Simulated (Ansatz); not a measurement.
## CsO: frozen-core PAW against all-electron methods

```
Cs O
1.0
    -2.16685    3.21868    3.77883
     2.16685   -3.21868    3.77883
     2.16685    3.21868   -3.77883
Cs O
2 2
Direct
  0.25356 0.25356 0.00000
  0.74644 0.74644 0.00000
  0.61720 0.00000 0.61720
  0.38280 0.00000 0.38280
```

Atoms are numbered in the order listed.

Structure from Materials Project entry mp-7896 (possibly hypothetical), not relaxed further.

Spin–orbit coupling is left out, though it moves levels of the heavy atoms by tenths of an eV or more.

Methods: DFT, LDA, PAW with Ansatz's default frozen-core files, scalar-relativistic (Ansatz 0.2.0); DFT, LDA, all-electron PAW with datasets made for the crystal, scalar-relativistic (Ansatz 0.2.0); DFT, LDA, all-electron LAPW, scalar-relativistic (Ansatz 0.2.0).

For PAW: a Γ-centred 7×7×7 k mesh, Fermi–Dirac smearing of 0.01 eV, cutoff 420 eV, no spin polarisation; the PAW files were made with PBE, and the program remakes their frozen cores for this functional. The crystal-made all-electron datasets (AE datasets) take a cutoff of 640 eV at this cell. LAPW targets a basis error of 1 meV/atom. The Ansatz runs share mesh, smearing and spin set-up. Plane-wave (PAW) pressures include the program's estimate of the Pulay term.

Stress and pressure are positive in compression.

Levels count from the top of the valence band.

```json
{"quantity": "pressure (GPa)", "PAW": "-3.46", "AE datasets": "-3.42", "LAPW": "-3.42"}
{"quantity": "stress xx (GPa)", "PAW": "-2.86", "AE datasets": "-2.86", "LAPW": "-2.85"}
{"quantity": "stress yy (GPa)", "PAW": "-4.23", "AE datasets": "-4.14", "LAPW": "-4.14"}
{"quantity": "stress zz (GPa)", "PAW": "-3.29", "AE datasets": "-3.28", "LAPW": "-3.28"}
{"quantity": "force on Cs1, z (eV/Å)", "PAW": "0.188", "AE datasets": "0.186", "LAPW": "0.186"}
{"quantity": "force on O3, y (eV/Å)", "PAW": "-0.787", "AE datasets": "-0.747", "LAPW": "-0.747"}
{"quantity": "band gap (eV)", "PAW": "1.520", "AE datasets": "1.522", "LAPW": "1.522"}
{"quantity": "highest filled level at Γ (eV)", "PAW": "0.000", "AE datasets": "0.000", "LAPW": "0.000"}
{"quantity": "lowest empty level at Γ (eV)", "PAW": "1.626", "AE datasets": "1.628", "LAPW": "1.628"}
{"quantity": "highest filled level at Y0 (eV)", "PAW": "-0.445", "AE datasets": "-0.445", "LAPW": "-0.445"}
{"quantity": "lowest empty level at Y0 (eV)", "PAW": "1.946", "AE datasets": "1.949", "LAPW": "1.948"}
```

PAW's pressure differs from the LAPW value by -0.04 GPa. Datasets made for the crystal and LAPW share parts of one code, so their agreement isn't an independent check.
